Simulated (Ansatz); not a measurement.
# VSi2: a fit and a missing row

VSi2, P6_422, a = 4.522 Å, c = 6.323 Å. The structure is a COD entry; whether it is the stable form wasn't checked. Ansatz: PBEsol, PAW, 420 eV, Γ-centred 12×12×6 mesh on 9 atoms, Gaussian smearing 0.10 eV; no spin polarisation. Shape and atoms are relaxed at each volume; pressure is positive in compression.

```
V (Å³/atom) P (GPa)
     10.947    31.42
     11.320    21.59
     11.693    13.22
     12.067     6.09
     12.440     0.01
     12.813    -5.16
     13.186    -9.56
     13.684        ?
```

Take V0 = 12.440 Å³/atom, count pressures from its P0 = 0.01 GPa, fit the third-order Birch–Murnaghan form to the other rows, and predict the missing pressure.

With the Eulerian strain f = ½[(V0/V)^(2/3) − 1] and y = (P − P0)/[3f(1 + 2f)^(5/2)], the form is the line y = B0 + 1.5 B0 (B0′ − 4) f. Rows (f, y): 0.04449, 190.2; 0.03246, 189.4; 0.02107, 188.5; 0.01025, 187.9; -0.00975, 185.7; -0.01904, 184.6. Means f = 0.01325, y = 187.72; Σ(Δf)² = 0.002987, ΣΔfΔy = 0.2625; the slope is their ratio. y = 186.6 + 87.89 f GPa, so B0 = 186.6 GPa and B0′ = 4 + 2 × (87.89)/(3 × 186.6) = 4.31. At V = 13.684, f = -0.03078, y = 183.89 and P = -14.48 GPa. The run gave -14.41 GPa, so the fit is 0.07 GPa too low, a small miss on the scale of the series. The form still works here, 22 % of the fitted range beyond its end.

Cost: 8 runs of about 14 core-minutes in all, on Intel Xeon 6975P-C (Granite Rapids) (shared hosts).